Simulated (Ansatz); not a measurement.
Input and command of a calculation in Ansatz (plane waves; scalar-relativistic PAW potentials unless the input names others):

```yaml
crystal:
  lattice:
    - [5.1124308186, 0.0, 0.0]
    - [-2.5562154093, 4.427494964, 0.0]
    - [0.0, 0.0, 2.6247777023]
  atoms:
    - { symbol: K, position: [0.0, 0.0, 0.0] }
    - { symbol: Mo, position: [0.3333333333, 0.6666666667, 0.5] }
    - { symbol: Mo, position: [0.6666666667, 0.3333333333, 0.5] }
basis:
  ecutwfc: "50 eV"
kpoints:
  mp_grid: { grid: [12, 12, 18] }
hamiltonian:
  xc: pbe
scf:
  occupations: { method: gaussian, width: 0.1 }
  max_iter: 80
output:
  forces: true
  eigenvalues: true
  stress: true
```

```bash
ansatz run input.yaml --threads 1 --pin off --max-ram 2560MiB --backend cpu --events-out ev --progress --plain --runs-dir out
```

Abridged log:
```
Pseudopotentials: kind: paw
Pseudopotential: K, paw, valence charge 9, recommended cutoff 420 eV (normal)
Pseudopotential: Mo, paw, valence charge 14, recommended cutoff 420 eV (normal)
Functional definition: PBE
Crystal: 3 atoms, lattice volume = 59.413 Å³
Basis set: ecut = 50 eV, 45 PW (Γ), exchange–correlation on 24×24×16 points (8 copies of the dense FFT grid, shifted against one another)
Bands: 23, of which v1, the nominal top of the filled ones, is band 19 counted from 1 (18 counted from 0)
Symmetry: 24 space group operations
Space group: P6/mmm (ITA 191), of the structure as read, at distance tolerance 3.9e-5 Å
k-points: 190 of 2592
Initial density: superposition of atomic densities (neutral atoms: chi_scale 0, normalization atom), corrected by the library's trained network
Initial wavefunctions: pseudopotential atomic-orbital guess
Functional: x = pbe(κ = 0.804, μ = 0.21951497), c = pbe(β = 0.06672455)
SCF iter   1: F=—  HF=-10990.390540 eV  |F-HF|=—  |Δ(HF+E_count)|=         —  Δρ=8.14e-1  dr2=4.15e2  ethr=1.77e-3  ⟨swp⟩=1.0  Hψ=9007  notcnv=0
SCF iter   2: F=—  HF=-10836.506683 eV  |F-HF|=—  |Δ(HF+E_count)|=    1.54e2  Δρ=5.57e-1  dr2=2.04e2  ethr=1.77e-3  ⟨swp⟩=2.2  Hψ=10268  notcnv=0  defer=34
SCF iter   3: F=—  HF=-10682.219523 eV  |F-HF|=—  |Δ(HF+E_count)|=    1.54e2  Δρ=6.57e-2  dr2=3.29e0  ethr=1.77e-3  ⟨swp⟩=4.0  Hψ=14082  notcnv=0  defer=35
SCF iter   4: F=—  HF=-10680.866652 eV  |F-HF|=—  |Δ(HF+E_count)|=    1.35e0  Δρ=1.34e-2  dr2=1.22e-1  ethr=1.77e-3  ⟨swp⟩=2.5  Hψ=8849  notcnv=0  defer=22
SCF iter   5: F=—  HF=-10680.812039 eV  |F-HF|=—  |Δ(HF+E_count)|=   5.46e-2  Δρ=3.81e-3  dr2=2.49e-2  ethr=3.31e-4  ⟨swp⟩=1.3  Hψ=4726  notcnv=0  defer=22
SCF iter   6: F=—  HF=-10680.798535 eV  |F-HF|=—  |Δ(HF+E_count)|=   1.35e-2  Δρ=1.31e-3  dr2=2.11e-3  ethr=6.73e-5  ⟨swp⟩=2.0  Hψ=5289  notcnv=0  defer=21
SCF iter   7: F=—  HF=-10680.797452 eV  |F-HF|=—  |Δ(HF+E_count)|=   1.08e-3  Δρ=1.63e-4  dr2=1.36e-5  ethr=5.71e-6  ⟨swp⟩=2.0  Hψ=5520  notcnv=0  defer=22
SCF iter   8: F=—  HF=-10680.754643 eV  |F-HF|=—  |Δ(HF+E_count)|=   4.28e-2  Δρ=5.18e-5  dr2=2.16e-6  ethr=3.67e-8  ⟨swp⟩=2.0  Hψ=6495  notcnv=0  defer=23
SCF iter   9: F=—  HF=-10680.754642 eV  |F-HF|=—  |Δ(HF+E_count)|=   7.51e-7  Δρ=1.82e-5  dr2=2.93e-7  ethr=5.84e-9  ⟨swp⟩=1.3  Hψ=4402  notcnv=0  defer=23
SCF iter  10: F=-10680.754642 eV  HF=-10680.754642 eV  |F-HF|=7.73e-10  |Δ(HF+E_count)|=   1.19e-7  Δρ=2.00e-6  dr2=2.12e-9  ethr=2.70e-10  ⟨swp⟩=5.4  Hψ=14820  notcnv=0
the search or the solves at the SCF's close seem to have found levels that the self-consistency loop had missed (the run counts 1). By its estimate they hold under 1e-12 electrons; where the run keeps them, the occupations were computed again with them
SCF 1 converged in 10 iterations: F = -10680.754642 eV  dr2 = 2.12e-9
SCF converged after 10 iterations
Free energy (F): -10680.754642 eV
Harris-Foulkes:  -10680.754642 eV  (|F-HF|=7.73e-10)
Internal energy: -10680.742169 eV  (E = F + TS)
E sigma→0 (E₀):  -10680.748406 eV
Entropy (-TS):   -0.012473 eV (-4.158 meV/atom)
Fermi energy:    22.318255 eV
--- Forces (eV/Å), atoms counted from 1 ---
  atom   1  K      0.00000000     0.00000000     0.00000000
  atom   2  Mo     0.00000000     0.00000000     0.00000000
  atom   3  Mo     0.00000000     0.00000000     0.00000000
--- Stress (GPa, compression-positive) ---
    -2043.467677       0.000000       0.000000
        0.000000   -2043.467677       0.000000
        0.000000       0.000000   -1985.071399
  P = ⅓ Tr σ = -2024.0023 GPa (-20240.023 kbar)
```

What is wrong with this input?

The fault is a cutoff far too low (basis.ecutwfc: 420 → "50 eV", the first being the value of the sound run). Setting it back cures it. The log, from which this was withheld above, says: «Warning: basis.ecutwfc = 50 eV is below the records' recommended 420 eV, and the density's cutoff is lower with it unless basis.ecutrho_ratio is high enough to keep the records' density cutoff: compare with a run at a higher cutoff» The run converged all the same, with an energy at zero smearing 254.7 eV/atom above the reference's, pressure -2024.00 GPa, largest force 0.000 eV/Å, no gap on the mesh, so convergence alone doesn't show that an input is right. A reference run on usual settings, whose relaxation ended at this geometry, converged, and the end of its own relaxation has pressure 0.02 GPa, largest force 0.000 eV/Å, no gap on the mesh.

The run took 3 s on 1 thread of Intel(R) Xeon(R) Platinum 8259CL CPU @ 2.50GHz (Skylake/Cascade Lake), with other jobs on the host, peak memory 0.35 GiB.